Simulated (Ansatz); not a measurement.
MgO (CsCl type, space group No. 221), PBEsol in the plane-wave PAW code Ansatz: ε∞ = 3.78, cell volume 18.26 Å³. Infrared-active transverse modes:

| ω_TO (cm⁻¹) | oscillator strength S_xx (e²/amu) |
|---|---|
| 125.9 | 0.4750 |

Question: Compute the static dielectric constant.

Answer: Each mode adds (4.921e7/V) S/ω²: 80.67. So ε0 = 84.5.

Question: What LO frequency does the Lyddane–Sachs–Teller relation give?

Answer: ω_LO = ω_TO √(ε0/ε∞) = 595 cm⁻¹.

Space group Pm-3m (CsCl type). This is a known high-pressure phase of the composition, computed here at zero pressure and temperature. The PBEsol relaxation kept the symmetry of its start. At this level the phase is dynamically unstable (imaginary phonons).

Potentials: the later of the program's two PAW sets.
